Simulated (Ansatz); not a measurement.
According to DFT-r²SCAN in the program Ansatz with PAW potentials, Sn3O4 in the orthorhombic phase (Pbam; Sn on 4h, Sn on 2c, O on 4g, O on 4h) relaxes to a = 7.694 Å, b = 9.304 Å, c = 3.234 Å. Sn on 2c has 6 nearest neighbours from 2.06 Å (octahedral); O on 4g has 3 nearest neighbours from 2.06 Å (trigonal pyramidal). Against the elements it lies at -141 kJ/mol-atom, with no fitted shifts.

The Kohn–Sham gap is 1.33 eV (indirect). The electron mass is 0.34, 0.42, 0.71 mₑ (principal values). The hole mass is 0.52, 0.89, 1.3 mₑ (principal values).

Bader charges are Sn +1.36 to +2.53, O -1.33 to -1.29 e.

The start of the workflow was typed in or built on a structure type; neither database checked (COD, Materials Project) lists it. Its standing as an ambient phase is unchecked. The cell was relaxed with r²SCAN under the symmetry of its start; its stability against distortions is not shown here. The volume moved by 33 % from the start of the relaxation. The references are the lowest solids computed at this level, not always the standard phases (solids in place of the gases). Scalar-relativistic: spin–orbit coupling is off unless named, which matters more the heavier the elements.

Potentials: the earlier of the program's two PAW sets.
